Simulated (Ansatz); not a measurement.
LiF (rock salt, space group No. 225), a = 3.9075 Å, b = 3.9075 Å, c = 3.9075 Å, α = 90.00°, β = 90.00°, γ = 90.00°; the cell used has 2 atoms.

Relaxed with LDA.

Question: Which orbitals make up the states near the band edges in the program Ansatz at the LDA level (PAW)?

Answer: Top 1 eV of the valence band: F 2p 99 %. Bottom 1 eV of the conduction band: Li 2s 56 %, F 2s 26 %, Li 1s 11 %. Projections are on Löwdin-orthogonalised atomic valence shells; empty p or d shells of many metals are not among them.

Question: Tabulate the density of states.

Answer: States/eV per cell of 2 atoms, in 0.25 eV bins, energy from the valence-band maximum.

| E (eV) | total | F 2p | Li 2s | F 2s |
|---|---|---|---|---|
| -3.70 | 0.00 | 0.00 | 0.00 | 0.00 |
| -3.45 | 0.14 | 0.13 | 0.00 | 0.00 |
| -3.20 | 0.40 | 0.39 | 0.00 | 0.00 |
| -2.95 | 0.70 | 0.67 | 0.02 | 0.00 |
| -2.70 | 2.49 | 2.32 | 0.13 | 0.01 |
| -2.45 | 1.66 | 1.53 | 0.09 | 0.01 |
| -2.20 | 1.19 | 1.09 | 0.06 | 0.01 |
| -1.95 | 1.31 | 1.23 | 0.04 | 0.01 |
| -1.70 | 1.39 | 1.32 | 0.03 | 0.01 |
| -1.45 | 1.44 | 1.39 | 0.02 | 0.01 |
| -1.20 | 1.58 | 1.54 | 0.01 | 0.01 |
| -0.95 | 2.62 | 2.57 | 0.02 | 0.00 |
| -0.70 | 3.14 | 3.10 | 0.01 | 0.00 |
| -0.45 | 3.20 | 3.17 | 0.00 | 0.00 |
| -0.20 | 2.38 | 2.36 | 0.00 | 0.00 |
| 0.05 | 0.35 | 0.35 | 0.00 | 0.00 |
| 0.30 | 0.00 | 0.00 | 0.00 | 0.00 |
| 0.55 | 0.00 | 0.00 | 0.00 | 0.00 |
| 0.80 | 0.00 | 0.00 | 0.00 | 0.00 |
| 1.05 | 0.00 | 0.00 | 0.00 | 0.00 |
| 1.30 | 0.00 | 0.00 | 0.00 | 0.00 |
| 1.55 | 0.00 | 0.00 | 0.00 | 0.00 |
| 1.80 | 0.00 | 0.00 | 0.00 | 0.00 |
| 2.05 | 0.00 | 0.00 | 0.00 | 0.00 |
| 2.30 | 0.00 | 0.00 | 0.00 | 0.00 |
| 2.55 | 0.00 | 0.00 | 0.00 | 0.00 |
| 2.80 | 0.00 | 0.00 | 0.00 | 0.00 |
| 3.05 | 0.00 | 0.00 | 0.00 | 0.00 |
| 3.30 | 0.00 | 0.00 | 0.00 | 0.00 |
| 3.55 | 0.00 | 0.00 | 0.00 | 0.00 |
| 3.80 | 0.00 | 0.00 | 0.00 | 0.00 |
| 4.05 | 0.00 | 0.00 | 0.00 | 0.00 |
| 4.30 | 0.00 | 0.00 | 0.00 | 0.00 |
| 4.55 | 0.00 | 0.00 | 0.00 | 0.00 |
| 4.80 | 0.00 | 0.00 | 0.00 | 0.00 |
| 5.05 | 0.00 | 0.00 | 0.00 | 0.00 |
| 5.30 | 0.00 | 0.00 | 0.00 | 0.00 |
| 5.55 | 0.00 | 0.00 | 0.00 | 0.00 |
| 5.80 | 0.00 | 0.00 | 0.00 | 0.00 |
| 6.05 | 0.00 | 0.00 | 0.00 | 0.00 |
| 6.30 | 0.00 | 0.00 | 0.00 | 0.00 |
| 6.55 | 0.00 | 0.00 | 0.00 | 0.00 |
| 6.80 | 0.00 | 0.00 | 0.00 | 0.00 |
| 7.05 | 0.00 | 0.00 | 0.00 | 0.00 |
| 7.30 | 0.00 | 0.00 | 0.00 | 0.00 |
| 7.55 | 0.00 | 0.00 | 0.00 | 0.00 |
| 7.80 | 0.00 | 0.00 | 0.00 | 0.00 |
| 8.05 | 0.00 | 0.00 | 0.00 | 0.00 |
| 8.30 | 0.00 | 0.00 | 0.00 | 0.00 |
| 8.55 | 0.00 | 0.00 | 0.00 | 0.00 |
| 8.80 | 0.00 | 0.00 | 0.00 | 0.00 |
| 9.05 | 0.00 | 0.00 | 0.00 | 0.00 |
| 9.30 | 0.00 | 0.00 | 0.00 | 0.00 |
| 9.55 | 0.00 | 0.00 | 0.00 | 0.00 |
| 9.80 | 0.02 | 0.00 | 0.01 | 0.01 |
| 10.05 | 0.07 | 0.00 | 0.03 | 0.02 |
| 10.30 | 0.10 | 0.00 | 0.06 | 0.03 |
| 10.55 | 0.14 | 0.01 | 0.08 | 0.03 |
| 10.80 | 0.20 | 0.01 | 0.12 | 0.04 |
| 11.05 | 0.48 | 0.02 | 0.24 | 0.05 |
| 11.30 | 0.53 | 0.03 | 0.27 | 0.05 |
| 11.55 | 0.51 | 0.03 | 0.26 | 0.04 |
| 11.80 | 0.50 | 0.03 | 0.26 | 0.03 |

Space group Fm-3m (rock salt). The cell was relaxed with LDA under the symmetry of its start.

Potentials: the earlier of the program's two PAW sets. The files were generated under PBE; for other functionals the program regenerates the frozen cores, and for LDA and PBEsol the local potential too.
